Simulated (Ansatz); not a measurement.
Before relaxation, 1 CH3 a cell, anchor, over a hollow W-W-W site (W, Im-3m (No. 229), (1 1 0) face):

```xyz
16
Lattice="5.4722 0.0000 0.0000 -1.8241 5.1592 0.0000 0.0000 0.0000 22.8408" Properties=species:S:1:pos:R:3 pbc="T T T"
W     0.9120    1.2898    8.0000
W     0.0000    3.8694    8.0000
W     3.6481    1.2898    8.0000
W     2.7361    3.8694    8.0000
W     1.8241    2.5796   10.1854
W     2.7361    0.0000   10.1854
W    -0.9120    2.5796   10.1854
W     0.0000    0.0000   10.1854
W     2.7361    3.8694   12.3702
W     3.6481    1.2898   12.3702
W     0.0000    3.8694   12.3702
W     0.9120    1.2898   12.3702
C     3.9521    3.0096   14.3702
H     3.9126    4.0331   14.7430
H     3.0855    2.4636   14.7430
H     4.8583    2.5321   14.7430
```

All numbers below come from DFT PBE+D3(BJ), scalar-relativistic, plane waves, PAW (Ansatz 0.2.0). Settings: cutoff 420 eV, Γ-centred mesh 4×4×1 on the computed 16-atom cell, Gaussian smearing of 0.10 eV; collinear spin. The cell repeats along c with a dipole correction in the vacuum.

Atoms 1, 2, 3, 4 (counted from 1) are held. The cell is fixed. Force threshold 0.04 eV/Å.

```csv
step,E − E_final (eV),largest force (eV/Å)
1,0.836,1.029
2,0.794,1.411
3,0.510,0.562
4,0.304,0.671
5,0.131,0.502
6,0.031,0.412
7,0.014,0.310
8,0.002,0.143
9,0.000,0.019
10,0.000,0.019
```

Task: What is the final structure?

Result:
```
W C H
1.0
     5.47220    0.00000    0.00000
    -1.82407    5.15924    0.00000
     0.00000    0.00000   22.84083
W C H
12 1 3
Cartesian
  0.9120 1.2898 8.0000
  0.0000 3.8694 8.0000
  3.6481 1.2898 8.0000
  2.7361 3.8694 8.0000
  1.8369 2.5721 10.1899
  2.7556 -0.0154 10.1597
  -0.9074 2.5763 10.1801
  0.0095 -0.0096 10.1908
  2.7173 3.8829 12.3898
  3.6835 1.2749 12.4007
  0.0252 3.8401 12.4016
  0.9628 1.2551 12.3404
  3.9779 2.9898 14.0598
  3.1569 3.5674 14.5692
  3.9114 1.9418 14.4815
  4.9417 3.3971 14.4883
```

The end is the local minimum or symmetric point that this start leads to. The slab is only 4.5 Å thick, so the energy isn't converged with thickness.

Spin–orbit coupling is left out, which can shift energies with elements as heavy as these.

Cost: 1 run of about 26 core-minutes, on Arm Neoverse V2 (shared hosts).